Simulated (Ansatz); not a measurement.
MgTiNO in space group P4/mmm (No. 123; Ti on 1a, N on 1c, Mg on 1d, O on 1b), r²SCAN in the plane-wave PAW code Ansatz, all energies at zero smearing, with the estimated change up to a 700 eV cutoff added, with one set of potentials and settings (totals compare only within such a set). Cell of 4 atoms (1 Ti, 1 N, 1 Mg, 1 O): -5390.592 eV.

| element | reference phase | E (eV/atom) |
|---|---|---|
| Ti | P6/mmm, 3 atoms in the cell | -2504.3941 |
| N | Pa-3, 8 atoms in the cell | -384.8341 |
| Mg | P6_3/mmc, 2 atoms in the cell | -1926.4080 |
| O | C2/m, 4 atoms in the cell, spin-polarised | -566.0346 |

Formation energy per atom, worked out: (-5390.592 − 1×(-2504.3941) − 1×(-384.8341) − 1×(-1926.4080) − 1×(-566.0346))/4 = -2.230 eV/atom (-215 kJ per mol of atoms), at 0 K, without zero-point energy or fitted corrections.

The start of the workflow was typed in or built on a structure type; neither database checked (COD, Materials Project) lists it. Whether it is the stable phase at ambient conditions was not checked. Symmetry was held in the r²SCAN relaxation; its stability against distortions is not shown here. The final state is ferromagnetic, the only order run, not a proven ground state. The cell computed holds one magnetic atom, so no antiferromagnetic order was within reach. Other orbital occupations within this spin state were not tried. No Hubbard U is applied. The references are the lowest solids computed at this level, not always the standard phases (solids in place of the gases).

Potentials: the earlier of the program's two PAW sets.
